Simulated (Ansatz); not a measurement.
Ga$_{3}$Ni$_{2}$ (P-3m1): electronic heat capacity and spin susceptibility from the density of states

Computed with DFT r2SCAN, scalar-relativistic, plane waves, PAW in Ansatz 0.2.0.

Cutoff 500 eV; k points 12×12×8 on the computed 5-atom cell (Γ-centred); Gaussian smearing, width 0.10 eV; no spin polarisation.

Relaxed cell: P-3m1, a = 4.018 Å, b = 4.018 Å, c = 4.856 Å, α = 90.00°, β = 90.00°, γ = 120.00°, 5 atoms in the primitive cell. Whether it is the stable form of this composition wasn't checked.

The density of states at the Fermi level is 1.322 states/eV in the cell of 5 atoms (1 formula unit; both spins, tetrahedra on a 18×18×12 mesh).

Problem. What Sommerfeld coefficient and Pauli susceptibility does this give?

Solution. Per formula unit N(E_F) = 1.322 states/eV. γ = (π²/3) k_B² N(E_F) N_A = 2.357 mJ/(mol K²) per state/eV, so γ = 3.1 mJ/(mol K²), a mole of formula units. χ_P = μ_B² N(E_F) N_A = 3.23×10⁻⁵ emu/mol per state/eV gives 4.3×10⁻⁵ emu/mol. This is the bare band result: a measured γ of the same phase is as a rule larger by a factor 1 + λ from phonons and spin fluctuations, the spin part of χ is larger by the Stoner factor, and a measured χ also holds orbital and core terms. N(E_F) at one energy is sensitive to the mesh where the density of states has sharp peaks.

A ferromagnetic start lost its moments in a first run, so spin was left out; other magnetic orders weren't tried.

Cost: 1 run of about 3.6 core-minutes, on Arm Neoverse V2 (shared hosts).